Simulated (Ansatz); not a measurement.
This run works on a proposed trial structure, not on a known crystal.

Input and command of a plane-wave DFT calculation in Ansatz:

```yaml
crystal:
  lattice:
    - [3.6242698632, 0.0, 0.0]
    - [0.0, 3.6242698632, 0.0]
    - [0.0, 0.0, 8.2821622468]
  atoms:
    - { symbol: Ga, position: [0.5, 0.5, 0.1558957779] }
    - { symbol: Ga, position: [0.0, 0.0, 0.3276920283] }
    - { symbol: Ga, position: [0.5, 0.5, 0.8441042221] }
    - { symbol: Ga, position: [0.0, 0.0, 0.6723079717] }
    - { symbol: Ga, position: [0.5, 0.5, 0.5] }
    - { symbol: Mo, position: [0.0, 0.0, 0.0] }
basis:
  ecutwfc: 420
kpoints:
  mp_grid: { grid: [10, 10, 4] }
hamiltonian:
  xc: pbe
scf:
  occupations: { method: gaussian, width: 0.1 }
output:
  forces: true
  stress: true
  eigenvalues: true
  write_density: true
  write_potential: true
  elf: true
  volumetric_format: npy
relax:
  adjacent_minimum: "off"
  f_tol: 0.01
  max_steps: 30
  cell: { stress_tol: 0.1, fix: [volume] }
```

```bash
ansatz run input.yaml --threads 1 --pin off --max-ram 2560MiB --backend cpu --events-out ev --progress --plain --runs-dir out
```

Processor: Intel(R) Xeon(R) Platinum 8259CL CPU @ 2.50GHz (Skylake/Cascade Lake), 1 thread, on a host shared with other jobs.

Q: Estimate time, memory and problem size.

A: About 100 s, peak memory 0.59 GiB. It solves 48 bands at 63 k points (after reduction by symmetry) with about 2107 plane waves, in 27 SCF iterations over 4 ionic steps.
